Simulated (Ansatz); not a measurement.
Here is the system:

NbC:
```yaml
crystal:
  lattice:
    - [0.00000, 2.21344, 2.21344]
    - [2.21344, 0.00000, 2.21344]
    - [2.21344, 2.21344, 0.00000]
  atoms:
    - { symbol: Nb, position: [0.00000, 0.00000, 0.00000] }
    - { symbol: C, position: [0.50000, 0.50000, 0.50000] }
```

This is the LDA-relaxed structure.

Question: All from DFT-LDA in the program Ansatz with PAW potentials, unless another level is named. Predict the Young's modulus.

Answer: 550 GPa.

Question: Predict the elastic constants (relaxed ions, GPa).

Answer: C11 = 745, C12 = 128, C44 = 181.

Question: Next, the highest zone-centre frequency?

Answer: 551 cm⁻¹.

Space group Fm-3m (rock salt). The LDA relaxation kept the symmetry of its start; of distortions, only those at the zone centre were tested. The run is not spin-polarised. As this level gives no gap, shear constants depend on the k-mesh and smearing (Fermi–Dirac, 0.1 eV here). As this level gives no gap, phonon frequencies hold no LO–TO term and depend on the k-mesh and smearing (Fermi–Dirac, 0.1 eV here).

Potentials: the later of the program's two PAW sets.
